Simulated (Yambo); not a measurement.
G0W0@PBEsol for Sr$_{2}$RuH$_{6}$ (space group Fm-3m, No. 225) in Yambo. Reference settings: 4×4×4 Γ-centred k mesh, bands 5 to 159 and a 7 Ry block in the screening, 159 bands in G with the Bruneval-Gonze terminator, plasmon pole fitted at 27.2 eV. The PBEsol gap Γ → X on this mesh is 2.11 eV; G0W0 gaps are taken between the same points.

The settings were changed. The gap went from 3.44 eV to 3.46 eV, and the shift of the valence edge from -0.50 eV to 0.27 eV.

Problem. Name the change that produced these shifts.
(A) 2×2×2 mesh
(B) 41 bands in W, 41 bands in G, 3 Ry block, no terminator
(C) 41 bands in W, 41 bands in G, 3 Ry block
(D) 41 bands in W, 41 bands in G, 2 Ry block

Solution. B, 41 bands in W, 41 bands in G, 3 Ry block, no terminator. The others gave (gap, valence shift): 2×2×2 mesh: 3.38, -0.40 eV; 41 bands in W, 41 bands in G, 2 Ry block: 3.44, -0.02 eV; 41 bands in W, 41 bands in G, 3 Ry block: 3.46, -0.02 eV.

Spin-orbit coupling is not included.

Geometry of the Materials Project entry, not relaxed at this level; primitive cell a = b = c = 5.3738 Å, α = β = γ = 60.00°.

A shift is the quasiparticle energy of the state minus its PBEsol energy.
